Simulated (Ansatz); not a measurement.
Input:

CaTiO3:
```yaml
crystal:
  lattice:
    - [2.69964, 1.55864, 4.44232]
    - [-2.69964, 1.55864, 4.44232]
    - [0.00000, -3.11727, 4.44232]
  atoms:
    - { symbol: Ca, position: [0.27606, 0.27606, 0.27606] }
    - { symbol: Ca, position: [0.77606, 0.77606, 0.77606] }
    - { symbol: Ti, position: [0.01620, 0.01620, 0.01620] }
    - { symbol: Ti, position: [0.51620, 0.51620, 0.51620] }
    - { symbol: O, position: [0.74859, 0.18296, 0.32648] }
    - { symbol: O, position: [0.32648, 0.74859, 0.18296] }
    - { symbol: O, position: [0.18296, 0.32648, 0.74859] }
    - { symbol: O, position: [0.82648, 0.68296, 0.24859] }
    - { symbol: O, position: [0.24859, 0.82648, 0.68296] }
    - { symbol: O, position: [0.68296, 0.24859, 0.82648] }
```

This is the PBEsol-relaxed structure. x, y and z are the axes in which the lattice vectors are written.

Task: All from PBEsol (plane waves, PAW; program Ansatz), unless another level is named. Give the electron effective mass, band 2 of 2 at the edge.

Result: 0.95 along x, 0.95 along z (mₑ).

Task: What about the smallest direct gap on the standard path?

Result: 2.95 eV.

Task: Give the conduction-band minimum.

Result: at Γ.

Space group R3c. The start of the workflow was typed in or built on a structure type; neither database checked (COD, Materials Project) lists it. COD files the formula under space group No. 11, 62, 65, 140, 221, so this cell is another polymorph or a model. Its standing as an ambient phase is unchecked. Symmetry was held in the PBEsol relaxation; phonons on a q-mesh show no instability. The workflow began spin-polarised and lost its moments.

Potentials: the later of the program's two PAW sets.
